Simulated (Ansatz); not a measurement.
## KLiYb: relaxation (Ansatz)

Input:

```yaml
crystal:
  lattice:
    - [2.52670443, 4.37637803, 0.0]
    - [-2.52670443, 4.37637803, 0.0]
    - [0.0, 0.0, 11.22169212]
  atoms:
    - { symbol: Yb, position: [0.0, 0.0, 0.3334] }
    - { symbol: Yb, position: [0.0, 0.0, 0.6666] }
    - { symbol: Yb, position: [0.0, 0.0, 0.0] }
    - { symbol: Li, position: [0.3333, 0.3334, 0.196] }
    - { symbol: Li, position: [0.3334, 0.3333, 0.804] }
    - { symbol: Li, position: [0.6667, 0.6666, 0.5] }
    - { symbol: K, position: [0.6667, 0.6666, 0.1544] }
    - { symbol: K, position: [0.6666, 0.6667, 0.8456] }
    - { symbol: K, position: [0.3333, 0.3334, 0.5] }
kpoints:
  mp_grid: { grid: [6, 6, 2], shift: [0, 0, 0] }
magnetization:
  spin_polarized: true
scf:
  occupations: { method: fermi_dirac, width: 0.0949 }
  lower_state_search: "off"
hamiltonian:
  pseudopotentials: { kind: paw }
  xc: r2scan
  hubbard:
    projectors: all-electron-ortho-atomic
    sites: [{ species: Yb, l: f, u_eff: 2.66 }]
basis:
  ecutwfc: 500
  fft_grid_basis: typed
relax:
  max_steps: 80
  cell: { p_target: 5.0 }
output:
  forces: true
  stress: true
  eigenvalues: true
  populations: true
  elf: true
  write_potential: true
  volumetric_format: npy
  dos:
    e_range: [-12, 8]
    de: 0.05
    projected: { site_lists: { K: [K], Li: [Li], Yb: [Yb] } }
  bader: false
checkpoint:
  read: saved_state
```

Launch command:

```bash
ansatz run input.yaml --threads 2 --pin off --max-ram 4096MiB --backend cpu --events-out ev --progress --plain --runs-dir out
```

Origin of the cell: a known structure type with other elements, at an estimated volume, so it need not be a known compound.

The saved state is a converged single point of the same cell.

Steps («new basis» is an SCF on plane waves selected anew at the same cell):

```tsv
step	ΔH (meV/atom)	max force component (eV/Å)	P (GPa)	volume (Å³)	SCF iterations	step was
1	0.0	0.379	8.35	248.17	19	accepted
2	-62.0	0.264	5.79	272.68	31	accepted
3	-97.4	0.229	5.00	282.24	11	accepted
4	-111.5	0.083	5.05	282.06	10	accepted
5	-112.1	0.083	5.07	282.40	11	accepted
6	-112.5	0.009	4.98	283.28	10	accepted
7	-113.4	0.009	5.00	283.28	13	new basis
```

Step 1, with forces in eV/Å:

```xyz
9
Lattice="2.527 4.376 0.000 -2.527 4.376 0.000 0.000 0.000 11.222" Properties=species:S:1:pos:R:3:forces:R:3 pbc="T T T" step=1
Yb    0.000    0.000    3.741    0.000    0.000    0.066
Yb    0.000    0.000    7.480    0.000    0.000   -0.066
Yb    0.000    0.000    0.000    0.000    0.000    0.000
Li    0.000    2.918    2.199    0.001    0.000   -0.379
Li    0.000    2.918    9.022   -0.001    0.000    0.379
Li    0.000    5.835    5.611   -0.001    0.000    0.000
K     0.000    5.835    1.733   -0.001    0.001    0.132
K     0.000    5.835    9.489    0.001    0.001   -0.132
K     0.000    2.918    5.611    0.001   -0.001    0.000
```

Step 2, with forces in eV/Å:

```xyz
9
Lattice="2.641 4.574 0.000 -2.641 4.574 0.000 0.000 0.000 11.285" Properties=species:S:1:pos:R:3:forces:R:3 pbc="T T T" step=2
Yb    0.000    0.000    3.773    0.000    0.000   -0.050
Yb    0.000    0.000    7.511    0.000    0.000    0.050
Yb    0.000    0.000    0.000    0.000    0.000    0.000
Li    0.000    3.050    2.016    0.000    0.000   -0.264
Li    0.000    3.050    9.269    0.000    0.000    0.264
Li    0.000    6.099    5.642    0.000    0.000    0.000
K     0.000    6.099    1.773    0.000    0.000    0.222
K     0.000    6.099    9.512    0.000    0.000   -0.222
K     0.000    3.050    5.642    0.000    0.000    0.000
```

Step 3, with forces in eV/Å:

```xyz
9
Lattice="2.727 4.723 0.000 -2.727 4.723 0.000 0.000 0.000 10.957" Properties=species:S:1:pos:R:3:forces:R:3 pbc="T T T" step=3
Yb    0.000    0.000    3.655    0.000    0.000   -0.005
Yb    0.000    0.000    7.302    0.000    0.000    0.005
Yb    0.000    0.000    0.000    0.000    0.000    0.000
Li    0.000    3.149    1.771    0.000    0.000   -0.229
Li    0.000    3.149    9.185    0.000    0.000    0.229
Li    0.000    6.298    5.478    0.000    0.000    0.000
K     0.000    6.298    1.818    0.000    0.000    0.104
K     0.000    6.298    9.138    0.000    0.000   -0.104
K     0.000    3.149    5.478    0.000    0.000    0.000
```

Step 4, with forces in eV/Å:

```xyz
9
Lattice="2.766 4.791 0.000 -2.766 4.791 0.000 0.000 0.000 10.643" Properties=species:S:1:pos:R:3:forces:R:3 pbc="T T T" step=4
Yb    0.000    0.000    3.552    0.000    0.000   -0.019
Yb    0.000    0.000    7.091    0.000    0.000    0.019
Yb    0.000    0.000    0.000    0.000    0.000    0.000
Li    0.000    3.194    1.539    0.000    0.000   -0.083
Li    0.000    3.194    9.104    0.000    0.000    0.083
Li    0.000    6.388    5.321    0.000    0.000    0.000
K     0.000    6.388    1.816    0.000    0.000    0.032
K     0.000    6.388    8.827    0.000    0.000   -0.032
K     0.000    3.194    5.321    0.000    0.000    0.000
```

Step 5, with forces in eV/Å:

```xyz
9
Lattice="2.783 4.820 0.000 -2.783 4.820 0.000 0.000 0.000 10.526" Properties=species:S:1:pos:R:3:forces:R:3 pbc="T T T" step=5
Yb    0.000    0.000    3.500    0.000    0.000    0.033
Yb    0.000    0.000    7.026    0.000    0.000   -0.033
Yb    0.000    0.000    0.000    0.000    0.000    0.000
Li    0.000    3.213    1.420    0.000    0.000    0.083
Li    0.000    3.213    9.106    0.000    0.000   -0.083
Li    0.000    6.427    5.263    0.000    0.000    0.000
K     0.000    6.427    1.812    0.000    0.000    0.001
K     0.000    6.427    8.714    0.000    0.000   -0.001
K     0.000    3.213    5.263    0.000    0.000    0.000
```

Step 7, with forces in eV/Å:

```xyz
9
Lattice="2.782 4.819 0.000 -2.783 4.819 0.000 0.000 0.000 10.562" Properties=species:S:1:pos:R:3:forces:R:3 pbc="T T T" step=7
Yb    0.000    0.000    3.521    0.000    0.000    0.005
Yb    0.000    0.000    7.041    0.000    0.000   -0.005
Yb    0.000    0.000    0.000    0.000    0.000    0.000
Li    0.000    3.213    1.476    0.000    0.000   -0.009
Li    0.000    3.213    9.086    0.000    0.000    0.009
Li    0.000    6.426    5.281    0.000    0.000    0.000
K     0.000    6.426    1.824    0.000    0.000   -0.009
K     0.000    6.426    8.738    0.000    0.000    0.009
K     0.000    3.213    5.281    0.001    0.000    0.000
```

| Item | Value |
| --- | --- |
| Enthalpy lowered by | 113.4 meV/atom |
| Volume change | 14.14 % |
| Final pressure | 5.00 GPa |
| Relaxation steps listed | 7 |
| Gap on the mesh | none (metal) |

Caveats: no dispersion correction, so spacings can come out too large where layers or molecules are weakly bound; no spin-orbit coupling, though heavy elements are present.

The run took 48 min on 2 threads of Arm Neoverse V1, with other jobs on the host, peak memory 2.5 GiB, from a saved density.
